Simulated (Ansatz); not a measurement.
## TaGa3, one cell by several methods

```
CELL_PARAMETERS angstrom
-1.89517 1.89517 4.33188
1.89517 -1.89517 4.33188
1.89517 1.89517 -4.33188
ATOMIC_POSITIONS crystal
Ta 0.00000 0.00000 0.00000
Ga 0.50000 0.50000 0.00000
Ga 0.75000 0.25000 0.50000
Ga 0.25000 0.75000 0.50000
```

Atom numbers follow the list: Ta1, Ga2, Ga3, Ga4.

The cell is the one relaxed in the Materials Project (mp-11416), not relaxed further here; entries there can be hypothetical.

Spin–orbit coupling is left out, though it moves levels of the heavy atoms by tenths of an eV or more.

Levels of theory: DFT, PBEsol, PAW with Ansatz's default frozen-core files, scalar-relativistic (Ansatz 0.2.0); DFT, PBEsol, all-electron PAW with datasets made for the crystal, scalar-relativistic (Ansatz 0.2.0); DFT, PBEsol, all-electron LAPW, scalar-relativistic (Ansatz 0.2.0).

For PAW: a Γ-centred 14×14×14 k mesh, Fermi–Dirac smearing of 0.03 eV, cutoff 420 eV, no spin polarisation; the PAW files were made with PBE, and the program remakes their frozen cores for this functional. The crystal-made all-electron datasets (AE datasets) take a cutoff of 420 eV at this cell. LAPW targets a basis error of 1 meV/atom. The Ansatz runs share mesh, smearing and spin set-up. Plane-wave (PAW) pressures include the program's estimate of the Pulay term.

Stress and pressure are positive in compression.

Spin–orbit coupling is left out, which moves gradients at and beside heavy atoms by some per cent and at worst by a factor of two.

In a metal, gradients converge slowly with the k mesh: the values move by tens of per cent from one mesh to another, at times in sign, so only the comparison on one mesh counts.

Levels count from the Fermi level.

```tsv
quantity	PAW	AE datasets	LAPW
pressure (GPa)	-1.51	-1.46	-1.45
stress xx (GPa)	-1.55	-1.49	-1.49
stress zz (GPa)	-1.44	-1.40	-1.39
highest filled level at N (eV)	-0.487	-0.488	-0.488
lowest empty level at N (eV)	1.160	1.161	1.161
highest filled level at M (eV)	-1.387	-1.389	-1.389
lowest empty level at M (eV)	0.124	0.122	0.122
highest filled level at Γ (eV)	-0.468	-0.464	-0.464
lowest empty level at Γ (eV)	0.511	0.511	0.511
field gradient Vzz at Ta1 (10²¹ V/m²)	-16.08	-16.08	–
field gradient Vzz at Ga2 (10²¹ V/m²)	12.92	12.95	–
field gradient Vzz at Ga3 (10²¹ V/m²)	-2.25	-2.27	–
```

PAW's pressure differs from the LAPW value by -0.05 GPa.
